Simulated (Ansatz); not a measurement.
According to DFT-r²SCAN in the program Ansatz with PAW potentials, Ga₂O₃ in the orthorhombic phase (Pna2_1; Pearson symbol oP40) relaxes to a = 5.042 Å, b = 8.673 Å, c = 9.285 Å. Ga on 4a has 4 nearest neighbours from 1.82 Å (tetrahedral); Ga on 4a has 6 nearest neighbours from 1.88 Å (octahedral). Its formation energy from the elements is -2.05 eV/atom, with no fitted shifts.

The Kohn–Sham gap is 3.16 eV (smallest direct gap 3.16 eV). Electrons at the band edge weigh 0.26 mₑ (isotropic). The hole mass is 0.55, 14, 20 mₑ (principal values).

An equation-of-state fit gives a bulk modulus of 198 GPa. Bader charges are Ga +1.95 to +2.02, O -1.36 to -1.31 e.

The start of the workflow was typed in or built on a structure type; neither database checked (COD, Materials Project) lists it. It is not the phase usual at ambient conditions (space group No. 12, 167). The cell was relaxed with r²SCAN under the symmetry of its start; its stability against distortions is not shown here. The references are the lowest solids computed at this level, not always the standard phases (solids in place of the gases). Scalar-relativistic: spin–orbit coupling is off unless named, which matters more the heavier the elements.

Potentials: the later of the program's two PAW sets.
